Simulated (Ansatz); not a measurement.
**Calculated O-17 NMR of the central transition for H₂SO₄**

Cell: a computed structure from the Materials Project (it need not be an observed phase), atoms as given.

Space group Cc (No. 9); a = 8.1823, b = 4.8173, c = 9.0837 Å, β = 110.65°.

```csv
site,Wyckoff,site symmetry,x,y,z
H1,4a,1,0.5827,0.8837,0.6097
H3,4a,1,0.2595,0.0129,0.8317
S,4a,1,0.4822,0.6105,0.7447
O7,4a,1,0.4999,0.8173,0.8634
O8,4a,1,0.4822,0.7543,0.5882
O11,4a,1,0.1462,0.9141,0.7953
O12,4a,1,0.8357,0.9246,0.6971
```

One atom of each set is listed; the run and its k-mesh use a cell of 14 atoms with edges of 4.75, 4.75, 9.08 Å.

Computed with Ansatz: DFT, PBE, plane waves and PAW, scalar-relativistic, 420 eV cutoff, Γ-centred 5×5×3 k-points, Fermi–Dirac smearing 0.02 eV.

O-17 has I = 5/2 and Q = -25.58 mb (Pyykkö 2018); at 21.1 T its Larmor frequency is ν₀ = 121.8 MHz. Only the quadrupole interaction is simulated: positions count from each site's isotropic chemical shift, and shift anisotropy, dipolar and J coupling are left out.

Q: What does the O-17 spectrum (static powder) show for each site?

A: 

```csv
site,first shell,C_Q (MHz),η,P_Q (MHz),δ_QIS (ppm),breadth (kHz)
O7,1 S at 1.44 Å,-7.50,0.10,7.51,-22.8,15.7
O8,"1 H at 0.99 Å, 1 S at 1.58 Å, angle 111°",-9.42,0.97,10.8,-47.1,43.0
O11,"1 H at 0.99 Å, 1 S at 1.57 Å, angle 114°",-9.58,0.92,10.8,-47.5,43.3
O12,1 S at 1.44 Å; also 1 H at 1.95 Å,-8.06,0.12,8.08,-26.4,18.4
```

δ_QIS = −(ν_Q²/30ν₀²)[I(I+1) − 3/4](1 + η²/3) × 10⁶ ppm with ν_Q = 3|C_Q|/[2I(2I−1)]; it falls as 1/B₀² in ppm, and the breadth as 1/B₀ in kHz.

At O7 and O12 V_zz points along its bond to S (within 2°) in each case.

The largest force is 0.3 eV/Å, so the atoms aren't at the calculated equilibrium and relaxing them would move these values.

Hardware: 1 thread of Intel Xeon Platinum 8488C (Sapphire Rapids) (x86_64; 16 cores open to the job, memory cap 2.5 GiB, no GPU), a shared host with a load of 0.3 a core. Wall time 15 s, CPU time 15 s, peak memory 0.49 GiB.
